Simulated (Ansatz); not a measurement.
Ru (hcp (Mg type), space group No. 194) under volume change, PBEsol in the plane-wave PAW code Ansatz, shape and atoms relaxed at each volume.

| V (Å³/atom) | E − E(relaxed) (meV/atom) | P (GPa) |
|---|---|---|
| 12.126 | 140.3 | 41.04 |
| 12.525 | 58.6 | 24.93 |
| 12.925 | 13.8 | 11.38 |
| 13.325 | 0.0 | -0.01 |
| 13.724 | (withheld) | (withheld) |
| 14.124 | 46.5 | -17.58 |
| 14.524 | (withheld) | (withheld) |

**Question.** Complete the blanks.

**Answer.** 
- 14.524, E − E(relaxed) (meV/atom): 98.9
- 14.524, P (GPa): -24.28
- 13.724, E − E(relaxed) (meV/atom): 12.3
- 13.724, P (GPa): -9.57

**Question.** What does a third-order Birch–Murnaghan fit give for V₀, B₀ and B′?

**Answer.** V₀ = 13.32 Å³/atom, B₀ = 347 GPa, B′ = 4.8.

Space group P6_3/mmc (hcp (Mg type)). Symmetry was held in the PBEsol relaxation. The run is not spin-polarised.

Potentials: the earlier of the program's two PAW sets. The files were generated under PBE; for other functionals the program regenerates the frozen cores, and for LDA and PBEsol the local potential too.
